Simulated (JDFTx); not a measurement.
Reference run:

Pt(100) slab cut from bulk Pt (space group Fm-3m, indices of the conventional cell, lattice of the Materials Project entry mp-126, not re-optimised): 5 atoms in 5 planes, a 1x1 cell of 7.77 Å² (|a| = 2.788, |b| = 2.788 Å), 7.9 Å between the outermost planes, cell height 23.9 Å, 8×8×1 k mesh, Fermi smearing 0.01 Ha, no spin polarisation.

The reference is PBE, GBRV ultrasoft potentials, plane waves to 20/100 Ha; code: JDFTx (a modified build). Unrelaxed; liquid: linear PCM (GLSSA13), water, 1 M KF. Potentials refer to SHE, placed 4.44 V below the bulk liquid's zero by convention.

```csv
density cutoff alone,work function (eV),U_pzc (V),mean C below U_pzc (μF/cm²),k states × plane waves,"cycles, vacuum run","rough core time, vacuum run"
80 Ha,5.60,0.95,13 over 0.5 V,15 × 5355,21,6 min
100 Ha,5.60,0.95,14 over 0.5 V,15 × 5355,21,6 min
130 Ha,5.60,0.95,–,15 × 5355,21,6 min
200 Ha,5.59,0.95,–,15 × 5355,21,7 min
```

The work function stays within 0.01 eV over all these settings; capacitances repeat to about ±0.2 μF/cm². Core times come from shared machines and are rough, one run each.
